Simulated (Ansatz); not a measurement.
MnHg (P4/mmm); stretched by 7 % along z at fixed volume; collinear moments without spin–orbit coupling.

```
Mn Hg
1.0
     3.20473    0.00000    0.00000
     0.00000    3.20473    0.00000
     0.00000    0.00000    3.54705
Mn Hg
1 1
Direct
  0.50000 0.50000 0.50000
  0.00000 0.00000 0.00000
```

Geometry: a structure as deposited in COD, strained as stated; nothing is relaxed.

Functional, mesh and filling: PBE, 9×9×9 k mesh, Fermi–Dirac smearing of 0.1 eV. PAW means Ansatz 0.2.0 on its default frozen-core files. Site moments are integrated in spheres about the atoms. Start moments (μB): Mn1 4.

Iteration by iteration:

```json
{"iteration": "1", "Harris–Foulkes energy less the last (meV)": "-1020.744", "density residual (eV)": "6.4e+00", "M (μB)": "3.4911", "∫|m| (μB)": "3.6630"}
{"iteration": "2", "Harris–Foulkes energy less the last (meV)": "-228.666", "density residual (eV)": "8.3e-01", "M (μB)": "3.7314", "∫|m| (μB)": "3.9252"}
{"iteration": "3", "Harris–Foulkes energy less the last (meV)": "-105.950", "density residual (eV)": "3.8e-01", "M (μB)": "3.7566", "∫|m| (μB)": "3.9668"}
{"iteration": "4", "Harris–Foulkes energy less the last (meV)": "0.582", "density residual (eV)": "2.0e-02", "M (μB)": "3.8042", "∫|m| (μB)": "4.0551"}
{"iteration": "5", "Harris–Foulkes energy less the last (meV)": "-2.551", "density residual (eV)": "2.1e-02", "M (μB)": "3.8380", "∫|m| (μB)": "4.0970"}
{"iteration": "6", "Harris–Foulkes energy less the last (meV)": "0.238", "density residual (eV)": "2.2e-04", "M (μB)": "3.8398", "∫|m| (μB)": "4.1043"}
{"iteration": "7", "Harris–Foulkes energy less the last (meV)": "-0.002", "density residual (eV)": "2.1e-04", "M (μB)": "3.8423", "∫|m| (μB)": "4.1070"}
{"iteration": "8", "Harris–Foulkes energy less the last (meV)": "-0.001", "density residual (eV)": "1.0e-05", "M (μB)": "3.8447", "∫|m| (μB)": "4.1095"}
{"iteration": "9", "Harris–Foulkes energy less the last (meV)": "0.000", "density residual (eV)": "2.5e-06", "M (μB)": "3.8451", "∫|m| (μB)": "4.1098"}
{"iteration": "10", "Harris–Foulkes energy less the last (meV)": "0.000", "density residual (eV)": "8.6e-08", "M (μB)": "3.8451", "∫|m| (μB)": "4.1098"}
{"iteration": "11", "Harris–Foulkes energy less the last (meV)": "0.000", "density residual (eV)": "2.8e-09", "M (μB)": "3.8451", "∫|m| (μB)": "4.1098"}
```

Site moments (μB): Mn1 3.83, Hg2 -0.03. Cell moment 3.85 μB.

The Ansatz runs typed with the search for lower states off end where their start leads. None of this fixes the real material's magnetic order: only patterns that fit the cell were computed, at zero temperature, with a functional that can overstate moments.
